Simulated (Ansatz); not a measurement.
## Electric field gradients in In₂O

Computed with Ansatz 0.2.0, DFT LDA, scalar-relativistic, plane waves, PAW. Settings: 420 eV plane-wave cutoff, Γ-centred 12×12×4 mesh, Fermi-Dirac smearing of 0.15 eV. No spin polarisation.

Equilibrium structure at this level:
```
CELL_PARAMETERS angstrom
3.30822 0.00000 0.00000
-1.65411 2.86501 0.00000
0.00000 0.00000 12.32997
ATOMIC_POSITIONS crystal
In 0.00000 0.00000 0.38299
In 0.00000 0.00000 0.61701
In 0.66667 0.33333 0.11410
In 0.33333 0.66667 0.88590
O 0.66667 0.33333 0.30245
O 0.33333 0.66667 0.69755
```

The cell was built by swapping an element in a database structure (itself possibly hypothetical) and relaxing; it need not be the stable form of this composition. In a metal these results depend on the k mesh and the smearing. A semilocal functional can close a gap that the real compound has. Spin–orbit coupling is left out, which matters for gradients at heavy nuclei.

Problem. Give V_zz (10²¹ V/m²) and the asymmetry η at each distinct site.

Solution.
```json
{"atom": "In (atom 1)", "V_zz": "-5.39", "η": "0.00"}
{"atom": "In (atom 3)", "V_zz": "3.86", "η": "0.00"}
{"atom": "O (atom 5)", "V_zz": "-0.373", "η": "0.00"}
```

Cost: 1 run of about 0.23 core-minutes, on Arm Neoverse V2 (shared hosts).